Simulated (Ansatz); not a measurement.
HfSiO4:
```cif
data_Hf2O8Si2
_chemical_formula_sum 'Hf2 Si2 O8'
_space_group_name_H-M_alt 'P 1'
_space_group_IT_number 1
_cell_length_a 5.57964
_cell_length_b 5.57964
_cell_length_c 5.57964
_cell_angle_alpha 106.888
_cell_angle_beta 106.888
_cell_angle_gamma 114.771
loop_
_space_group_symop_operation_xyz
  'x, y, z'
loop_
_atom_site_label
_atom_site_type_symbol
_atom_site_fract_x
_atom_site_fract_y
_atom_site_fract_z
_atom_site_occupancy
Hf1 Hf 0.00000 0.00000 0.00000 1
Hf2 Hf 0.75000 0.25000 0.50000 1
Si1 Si 0.25000 0.75000 0.50000 1
Si2 Si 0.50000 0.50000 0.00000 1
O1 O 0.13473 0.31891 0.81582 1
O2 O 0.06891 0.75309 0.68418 1
O3 O 0.50309 0.31891 0.18418 1
O4 O 0.06891 0.38473 0.31582 1
O5 O 0.61527 0.93109 0.68418 1
O6 O 0.68109 0.86527 0.18418 1
O7 O 0.24691 0.93109 0.31582 1
O8 O 0.68109 0.49691 0.81582 1
```

Relaxed with PBE.

### Question
Which orbitals make up the states near the band edges in the program Ansatz at the PBE level (PAW)?

### Answer
Top 1 eV of the valence band: O 2p 96 %. Bottom 1 eV of the conduction band: Hf 5d 77 %, O 2p 10 %. Projections are on Löwdin-orthogonalised atomic valence shells; empty p or d shells of many metals are not among them.

### Question
Tabulate the density of states.

### Answer
States/eV per cell of 12 atoms, in 0.25 eV bins, energy from the valence-band maximum.

```tsv
E (eV)	total	O 2p	Hf 5d	Si 3p
-7.85	0.00	0.00	0.00	0.00
-7.60	0.06	0.03	0.00	0.00
-7.35	0.43	0.27	0.03	0.00
-7.10	1.79	1.12	0.17	0.01
-6.85	3.40	2.14	0.33	0.04
-6.60	1.95	1.24	0.16	0.02
-6.35	1.94	1.24	0.14	0.03
-6.10	2.81	1.82	0.16	0.04
-5.85	3.54	2.29	0.14	0.04
-5.60	1.10	0.77	0.10	0.09
-5.35	3.46	2.47	0.31	0.31
-5.10	8.93	6.42	0.85	0.88
-4.85	5.38	3.88	0.57	0.56
-4.60	7.16	5.34	0.70	0.69
-4.35	7.44	5.65	0.68	0.67
-4.10	3.74	2.79	0.37	0.31
-3.85	5.37	4.02	0.57	0.46
-3.60	7.91	6.18	0.80	0.51
-3.35	9.86	8.01	0.83	0.46
-3.10	7.11	5.73	0.62	0.34
-2.85	8.93	7.29	0.88	0.31
-2.60	7.72	6.39	0.86	0.17
-2.35	8.23	6.98	0.82	0.11
-2.10	10.97	9.48	0.96	0.13
-1.85	8.52	7.56	0.52	0.11
-1.60	7.48	6.72	0.42	0.09
-1.35	9.39	8.55	0.42	0.15
-1.10	12.97	12.04	0.42	0.18
-0.85	14.13	13.31	0.40	0.10
-0.60	10.79	10.35	0.20	0.05
-0.35	7.66	7.45	0.09	0.02
-0.10	1.83	1.80	0.01	0.00
0.15	0.00	0.00	0.00	0.00
0.40	0.00	0.00	0.00	0.00
0.65	0.00	0.00	0.00	0.00
0.90	0.00	0.00	0.00	0.00
1.15	0.00	0.00	0.00	0.00
1.40	0.00	0.00	0.00	0.00
1.65	0.00	0.00	0.00	0.00
1.90	0.00	0.00	0.00	0.00
2.15	0.00	0.00	0.00	0.00
2.40	0.00	0.00	0.00	0.00
2.65	0.00	0.00	0.00	0.00
2.90	0.00	0.00	0.00	0.00
3.15	0.00	0.00	0.00	0.00
3.40	0.00	0.00	0.00	0.00
3.65	0.00	0.00	0.00	0.00
3.90	0.00	0.00	0.00	0.00
4.15	0.00	0.00	0.00	0.00
4.40	0.00	0.00	0.00	0.00
4.65	0.00	0.00	0.00	0.00
4.90	0.00	0.00	0.00	0.00
5.15	0.00	0.00	0.00	0.00
5.40	4.89	0.37	3.92	0.36
5.65	7.82	0.85	6.22	0.41
5.90	3.02	0.44	2.24	0.11
6.15	4.09	0.36	3.01	0.12
6.40	10.75	0.93	7.94	0.36
6.65	7.87	0.74	5.39	0.38
6.90	6.05	0.63	3.84	0.35
7.15	5.46	0.65	3.31	0.25
7.40	5.16	0.76	2.60	0.47
7.65	7.19	1.21	4.07	0.46
7.90	6.61	1.28	3.94	0.27
8.15	2.77	0.44	1.43	0.15
8.40	2.34	0.31	1.03	0.21
8.65	3.55	0.51	1.75	0.31
8.90	4.66	0.83	2.07	0.47
9.15	3.33	0.60	1.12	0.59
9.40	8.30	1.71	1.68	2.83
9.65	7.53	1.73	1.39	2.77
9.90	7.27	1.56	1.45	2.65
10.15	2.77	0.50	0.62	0.87
```

Space group I4_1/amd. The PBE relaxation kept the symmetry of its start. No spin polarisation was allowed. Spin–orbit coupling is left out wherever it is not named.

Potentials: the earlier of the program's two PAW sets.
